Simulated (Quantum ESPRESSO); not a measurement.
Ta3WZn3Ir, one run as intended and one with a planted mistake

Computed values, not a measurement. The program is pw.x of Quantum ESPRESSO 7.5 (plane-wave density functional theory). The cell is made up: eight metal atoms on a hexagonal close-packed lattice, with elements, volume, strain and displacements drawn at random and not relaxed, so it may be unstable or far from any real phase. PseudoDojo standard norm-conserving files set the functional (PBE unless stated); there is no spin polarisation or spin-orbit coupling, the Fermi-Dirac width of 0.25 eV means electrons at about 2900 K, and the masses in the input are unused placeholders. Heavy elements are run without spin-orbit coupling, which real alloys of them have. A spin test at this wide smearing found no moment, but such smearing suppresses magnetism that the real alloy may have.

Intended input:

```
&control calculation='scf', pseudo_dir='./dojo.nc.sr.pbe.v0_5.standard.upf', outdir='./o', disk_io='minimal', tprnfor=.true., tstress=.true. /
&system ibrav=0, nat=8, ntyp=4, nbnd=79, ecutwfc=84.00895049, nosym=.true., tot_charge=0,
 occupations='smearing', smearing='fd', degauss=0.0183746611
/
&electrons conv_thr=1.470e-08, electron_maxstep=70, mixing_beta=0.5 /
ATOMIC_SPECIES
Ir 1.0 Ir.upf
Ta 1.0 Ta.upf
W 1.0 W.upf
Zn 1.0 Zn.upf
CELL_PARAMETERS angstrom
-2.8071 -0.0178 0.0274
0.0458 0.0325 -4.6989
-0.0617 -9.6594 0.0673
ATOMIC_POSITIONS angstrom
Ta 0.0548 0.0656 -0.0368
W -0.1507 -4.8447 -0.0142
Zn 0.098 -3.248 -2.1338
Zn -0.0165 -8.0989 -2.2281
Zn -1.524 -2.5528 0.1372
Ir -1.485 -7.2986 0.2415
Ta -1.4101 -0.9395 -2.2709
Ta -1.5377 -5.4269 -2.4309
K_POINTS automatic
8 5 3 1 1 1
```

The log is shortened where brackets say so; the opening notice, blank lines, dates and the lines on written files are dropped, and the path of the files is cut. It prints rydbergs, bohrs and kilobars, and counts compression as positive stress. Its total energy is the free energy E - TS of the whole cell.

Log of the intended run:

```
     Program PWSCF v.7.5
     Parallel version (MPI & OpenMP), running on       4 processor cores
     Number of MPI processes:                 4
     Threads/MPI process:                     1
     [start-up lines left out]
     bravais-lattice index     =            0
     lattice parameter (alat)  =       5.3050  a.u.
     unit-cell volume          =     859.6494 (a.u.)^3
     number of atoms/cell      =            8
     number of atomic types    =            4
     number of electrons       =       130.00
     number of Kohn-Sham states=           79
     kinetic-energy cutoff     =      84.0090  Ry
     charge density cutoff     =     336.0358  Ry
     scf convergence threshold =      1.5E-08
     mixing beta               =       0.5000
     number of iterations used =            8  plain     mixing
     Exchange-correlation= PBE
                           (   1   4   3   4   0   0   0)
     [axes and pseudopotential details left out]
   Cartesian axes
     site n.     atom                  positions (alat units)
         1        Ta     tau(   1) = (   0.0195206   0.0233677  -0.0131087  )
         2        W      tau(   2) = (  -0.0536817  -1.7257568  -0.0050583  )
         3        Zn     tau(   3) = (   0.0349091  -1.1569876  -0.7600924  )
         4        Zn     tau(   4) = (  -0.0058776  -2.8849529  -0.7936835  )
         5        Zn     tau(   5) = (  -0.5428723  -0.9093467   0.0488728  )
         6        Ir     tau(   6) = (  -0.5289799  -2.5998738   0.0860260  )
         7        Ta     tau(   7) = (  -0.5022993  -0.3346644  -0.8089296  )
         8        Ta     tau(   8) = (  -0.5477524  -1.9331454  -0.8659240  )
     number of k points=    60  Fermi-Dirac smearing, width (Ry)=  0.0184
                       cart. coord. in units 2pi/alat
        k(    1) = (  -0.0627893  -0.0484597  -0.0606907), wk =   0.0333333
        k(    2) = (  -0.0640051   0.1453091  -0.0593624), wk =   0.0333333
     [further k points left out]
     Dense  grid:    89449 G-vectors     FFT dimensions: (  32,  54, 108)
     Estimated max dynamical RAM per process >     379.71 MB
     Estimated total dynamical RAM >       1.42 GB
     Initial potential from superposition of free atoms
     starting charge     129.9962, renormalised to     130.0000
     Starting wfcs are   80 randomized atomic wfcs
     total cpu time spent up to now is        9.7 secs
     per-process dynamical memory:   298.3 Mb
     Self-consistent Calculation
     iteration #  1     ecut=    84.01 Ry     beta= 0.50
     Davidson diagonalization with overlap
     ethr =  1.00E-02,  avg # of iterations =  4.6
     Threshold (ethr) on eigenvalues was too large:
     Diagonalizing with lowered threshold
     Davidson diagonalization with overlap
     ethr =  8.56E-04,  avg # of iterations =  1.7
     total cpu time spent up to now is       58.4 secs
     total energy              =   -2026.27143295 Ry
     estimated scf accuracy    <       1.10572035 Ry
     iteration #  2     ecut=    84.01 Ry     beta= 0.50
     Davidson diagonalization with overlap
     ethr =  8.51E-04,  avg # of iterations =  3.5
     total cpu time spent up to now is       85.8 secs
     total energy              =   -2025.53628500 Ry
     estimated scf accuracy    <      12.06107666 Ry
     [iterations 3 to 14 left out]
     iteration # 15     ecut=    84.01 Ry     beta= 0.50
     Davidson diagonalization with overlap
     ethr =  4.93E-11,  avg # of iterations =  3.9
     total cpu time spent up to now is      381.1 secs
     total energy              =   -2026.79011773 Ry
     estimated scf accuracy    <       0.00000136 Ry
     iteration # 16     ecut=    84.01 Ry     beta= 0.50
     Davidson diagonalization with overlap
     ethr =  4.93E-11,  avg # of iterations =  2.0
     total cpu time spent up to now is      402.6 secs
     End of self-consistent calculation
     [lines on levels left out]
!    total energy              =   -2026.79011778 Ry
     estimated scf accuracy    <          5.4E-09 Ry
     smearing contrib. (-TS)   =      -0.10135807 Ry
     internal energy E=F+TS    =   -2026.68875971 Ry
     The total energy is F=E-TS. E is the sum of the following terms:
     one-electron contribution =    -998.31473114 Ry
     hartree contribution      =     561.22287693 Ry
     xc contribution           =    -300.59170215 Ry
     ewald contribution        =   -1289.00520335 Ry
     convergence has been achieved in  16 iterations
     Forces acting on atoms (cartesian axes, Ry/au):
     atom    1 type  2   force =    -0.01684083   -0.02577664    0.03013986
     atom    2 type  3   force =     0.00538383   -0.04223414   -0.00771432
     atom    3 type  4   force =    -0.03326684    0.05233113   -0.01755202
     atom    4 type  4   force =    -0.00373003    0.02971127   -0.00586685
     atom    5 type  4   force =     0.00198998    0.02186364    0.00310297
     atom    6 type  1   force =     0.00044724    0.03319592   -0.01755281
     atom    7 type  2   force =     0.01671965    0.03658064   -0.01264284
     atom    8 type  2   force =     0.02929700   -0.10567181    0.02808603
     Total force =     0.159079     Total SCF correction =     0.000621
     Computing stress (Cartesian axis) and pressure
          total   stress  (Ry/bohr**3)                   (kbar)     P=       85.47
   0.00048855  -0.00013673  -0.00006766           71.87      -20.11       -9.95
  -0.00013673   0.00085661  -0.00000187          -20.11      126.01       -0.28
  -0.00006766  -0.00000187   0.00039784           -9.95       -0.28       58.52
     init_run     :      8.92s CPU      9.30s WALL (       1 calls)
     electrons    :    384.88s CPU    392.90s WALL (       1 calls)
     forces       :      3.74s CPU      3.76s WALL (       1 calls)
     stress       :     13.32s CPU     13.62s WALL (       1 calls)
     [timing details left out]
     PWSCF        :   6m51.32s CPU   7m 0.07s WALL
     JOB DONE.
```

A second run has one planted mistake: two atoms have their elements exchanged. The input lines that differ:

```
- Ir -1.485 -7.2986 0.2415
+ Ta -1.485 -7.2986 0.2415
- Ta -1.5377 -5.4269 -2.4309
+ Ir -1.5377 -5.4269 -2.4309
```

Its log:

```
     Program PWSCF v.7.5
     Parallel version (MPI & OpenMP), running on       4 processor cores
     Number of MPI processes:                 4
     Threads/MPI process:                     1
     [start-up lines left out]
     bravais-lattice index     =            0
     lattice parameter (alat)  =       5.3050  a.u.
     unit-cell volume          =     859.6494 (a.u.)^3
     number of atoms/cell      =            8
     number of atomic types    =            4
     number of electrons       =       130.00
     number of Kohn-Sham states=           79
     kinetic-energy cutoff     =      84.0090  Ry
     charge density cutoff     =     336.0358  Ry
     scf convergence threshold =      1.5E-08
     mixing beta               =       0.5000
     number of iterations used =            8  plain     mixing
     Exchange-correlation= PBE
                           (   1   4   3   4   0   0   0)
     [axes and pseudopotential details left out]
   Cartesian axes
     site n.     atom                  positions (alat units)
         1        Ta     tau(   1) = (   0.0195206   0.0233677  -0.0131087  )
         2        W      tau(   2) = (  -0.0536817  -1.7257568  -0.0050583  )
         3        Zn     tau(   3) = (   0.0349091  -1.1569876  -0.7600924  )
         4        Zn     tau(   4) = (  -0.0058776  -2.8849529  -0.7936835  )
         5        Zn     tau(   5) = (  -0.5428723  -0.9093467   0.0488728  )
         6        Ta     tau(   6) = (  -0.5289799  -2.5998738   0.0860260  )
         7        Ta     tau(   7) = (  -0.5022993  -0.3346644  -0.8089296  )
         8        Ir     tau(   8) = (  -0.5477524  -1.9331454  -0.8659240  )
     number of k points=    60  Fermi-Dirac smearing, width (Ry)=  0.0184
                       cart. coord. in units 2pi/alat
        k(    1) = (  -0.0627893  -0.0484597  -0.0606907), wk =   0.0333333
        k(    2) = (  -0.0640051   0.1453091  -0.0593624), wk =   0.0333333
     [further k points left out]
     Dense  grid:    89449 G-vectors     FFT dimensions: (  32,  54, 108)
     Estimated max dynamical RAM per process >     379.71 MB
     Estimated total dynamical RAM >       1.42 GB
     Initial potential from superposition of free atoms
     starting charge     129.9962, renormalised to     130.0000
     Starting wfcs are   80 randomized atomic wfcs
     total cpu time spent up to now is        9.7 secs
     per-process dynamical memory:   298.3 Mb
     Self-consistent Calculation
     iteration #  1     ecut=    84.01 Ry     beta= 0.50
     Davidson diagonalization with overlap
     ethr =  1.00E-02,  avg # of iterations =  4.8
     total cpu time spent up to now is       39.2 secs
     total energy              =   -2025.89117380 Ry
     estimated scf accuracy    <       1.62453935 Ry
     iteration #  2     ecut=    84.01 Ry     beta= 0.50
     Davidson diagonalization with overlap
     ethr =  1.25E-03,  avg # of iterations =  4.8
     total cpu time spent up to now is       69.3 secs
     total energy              =   -2023.91036894 Ry
     estimated scf accuracy    <      45.07590220 Ry
     [iterations 3 to 15 left out]
     iteration # 16     ecut=    84.01 Ry     beta= 0.50
     Davidson diagonalization with overlap
     ethr =  7.45E-10,  avg # of iterations =  1.8
     total cpu time spent up to now is      396.2 secs
     total energy              =   -2026.78959728 Ry
     estimated scf accuracy    <       0.00000004 Ry
     iteration # 17     ecut=    84.01 Ry     beta= 0.50
     Davidson diagonalization with overlap
     ethr =  3.00E-11,  avg # of iterations =  3.4
     total cpu time spent up to now is      419.6 secs
     End of self-consistent calculation
     [lines on levels left out]
!    total energy              =   -2026.78959728 Ry
     estimated scf accuracy    <          9.9E-09 Ry
     smearing contrib. (-TS)   =      -0.09540136 Ry
     internal energy E=F+TS    =   -2026.69419592 Ry
     The total energy is F=E-TS. E is the sum of the following terms:
     one-electron contribution =   -1020.05418132 Ry
     hartree contribution      =     572.07155395 Ry
     xc contribution           =    -300.57497204 Ry
     ewald contribution        =   -1278.13659651 Ry
     convergence has been achieved in  17 iterations
     Forces acting on atoms (cartesian axes, Ry/au):
     atom    1 type  2   force =    -0.01931052   -0.06232241    0.03179411
     atom    2 type  3   force =    -0.00278524   -0.02225860    0.01117128
     atom    3 type  4   force =    -0.02415701    0.00366524   -0.03076625
     atom    4 type  4   force =    -0.00227460    0.03320142    0.01280913
     atom    5 type  4   force =     0.00253268    0.01898772    0.00252812
     atom    6 type  2   force =     0.00716629    0.06168470   -0.04556359
     atom    7 type  2   force =     0.01712100    0.03037483   -0.01745719
     atom    8 type  1   force =     0.02170738   -0.06333291    0.03548438
     Total force =     0.149260     Total SCF correction =     0.000499
     Computing stress (Cartesian axis) and pressure
          total   stress  (Ry/bohr**3)                   (kbar)     P=       82.52
   0.00057669  -0.00009799   0.00001200           84.83      -14.42        1.77
  -0.00009799   0.00075094  -0.00002224          -14.42      110.47       -3.27
   0.00001200  -0.00002224   0.00035529            1.77       -3.27       52.27
     init_run     :      9.04s CPU      9.41s WALL (       1 calls)
     electrons    :    401.43s CPU    409.85s WALL (       1 calls)
     forces       :      3.75s CPU      3.78s WALL (       1 calls)
     stress       :     13.44s CPU     13.77s WALL (       1 calls)
     [timing details left out]
     PWSCF        :   7m 8.05s CPU   7m17.23s WALL
     JOB DONE.
```

```
                                            intended run  run with the mistake
                          free energy (eV)    -27575.884            -27575.877
         entropy term -TS, part of it (eV)        -1.379                -1.298
                            pressure (GPa)          8.55                  8.25
size of the largest force component (eV/Å)         2.717                 1.628
largest change of a force component (eV/Å)                               1.251
                                iterations            16                    17
```

For scale, a rerun of the intended cell at a higher cutoff and on a denser mesh moved values by no more than 0.004 eV in energy, 0.05 GPa in stress and 0.018 eV/Å in force, and a second program with other atomic files agreed on that cell to 2 % rms in force and 0.5 GPa in pressure.